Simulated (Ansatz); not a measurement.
Here is the system:

Nb (bcc, W type), conventional cell a = b = c = 3.3096 Å, α = β = γ = 90.00°. The calculation uses the primitive cell of 1 atom, to which meshes and values per cell refer.

Equation-of-state scan: isotropic scaling of the cell above, V₀ being its volume. Symmetry pins the atoms to their sites.

Calculation: PBE (plane waves to 420 eV, PAW, scalar-relativistic; Ansatz, a program for electronic structure). k mesh 20×20×20 (Γ-centred), Fermi-Dirac smearing 0.05 eV. E stands for the smeared free energy. Stress and pressure are positive under compression. Nb is run without spin polarisation. Nb was relaxed with its symmetry unable to fall. The PAW data are Ansatz's earlier set. The zero of ΔE is the relaxed starting cell.

The scan covers V/V₀ from 0.900 to 1.100 in 13 points.

Task: What is the fitted pressure derivative B₀′?

Result: 3.8.

Task: What bulk modulus B₀ follows from a third-order Birch-Murnaghan fit?

Result: 170 GPa.

(Under strain, the slope of the energy per volume gives the stress and its curvature an elastic modulus.)
